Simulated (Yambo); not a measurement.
Yambo run on SiC (zinc blende, space group F-43m, No. 216). The wavefunctions come from this Quantum ESPRESSO step (PBE, PseudoDojo standard norm-conserving files, scalar-relativistic):

```
&CONTROL
  calculation = 'nscf'
  pseudo_dir = './pseudo'
  outdir = './out'
/
&SYSTEM
  ibrav = 0
  nat = 2
  ntyp = 2
  ecutwfc = 82.0
  ecutrho = 328.0
  occupations = 'fixed'
  force_symmorphic = .true.
  nbnd = 78
/
&ELECTRONS
  conv_thr = 2e-09
  diago_full_acc = .true.
  diago_thr_init = 1e-08
/
ATOMIC_SPECIES
C 12.0110 C.upf
Si 28.0850 Si.upf
CELL_PARAMETERS angstrom
  0.000000000000   2.176995000000   2.176995000000
  2.176995000000   0.000000000000   2.176995000000
  2.176995000000   2.176995000000   0.000000000000
ATOMIC_POSITIONS crystal
C   0.000000000000   0.000000000000   0.000000000000
Si   0.750000000000   0.750000000000   0.750000000000
K_POINTS automatic
6 6 6 0 0 0
```

Yambo input:

```
rim_cut
gw0
dyson
el_el_corr
HF_and_locXC
ppa
em1d
RandQpts= 1000000
RandGvec= 1 Ry
EXXRLvcs= 82 Ry
VXCRLvcs= 328 Ry
Chimod= "HARTREE"
% BndsRnXp
 1 | 76 |
%
NGsBlkXp= 14 Ry
% LongDrXp
 1.0 | 1.0 | 1.0 |
%
PPAPntXp= 27.2114 eV
% GbndRnge
 1 | 76 |
%
GTermKind= "BG"
DysSolver= "n"
ExtendOut
% QPkrange
 1 | 1 | 4 | 5 |
 4 | 4 | 4 | 5 |
 13 | 13 | 4 | 5 |
%
```

k points by index: 1 = Γ, 4 = L, 13 = X.

Table of the .qp output:

```
#    K-point    Band    Eo [eV]    E [eV]    E-Eo [eV]    Vxc [eV]    Vnlxc [eV]    Sc|Eo [eV]    Sc|E [eV]    dSc/dw|Eo [eV]    Re(Z)    Im(Z)
#
    1    4    0.000000    -0.681035    -0.681035    -14.93885    -17.55511    1.760970    1.935225    -6.961773    0.796278    -0.001121
    1    5    6.257021    6.527053    0.270033    -13.21718    -7.599239    -5.277452    -5.347913    -7.097366    0.793131    -0.001212
    4    4    -1.054972    -1.843441    -0.788469    -14.51304    -17.56996    2.063239    2.268447    -7.081331    0.793502    -0.001156
    4    5    5.456789    5.737524    0.280736    -12.17458    -6.981591    -4.845661    -4.912256    -6.452696    0.808320    -0.001090
    13    4    -3.196175    -4.163365    -0.967191    -13.57686    -17.43488    2.628627    2.890829    -7.376086    0.786739    -0.001290
    13    5    1.360271    1.463601    0.103331    -10.51519    -6.462074    -3.927545    -3.949783    -5.851921    0.823007    -0.001020
```
(The two width columns are left out.) Convergence of these settings isn't established.

Geometry of the Materials Project entry, not relaxed at this level.
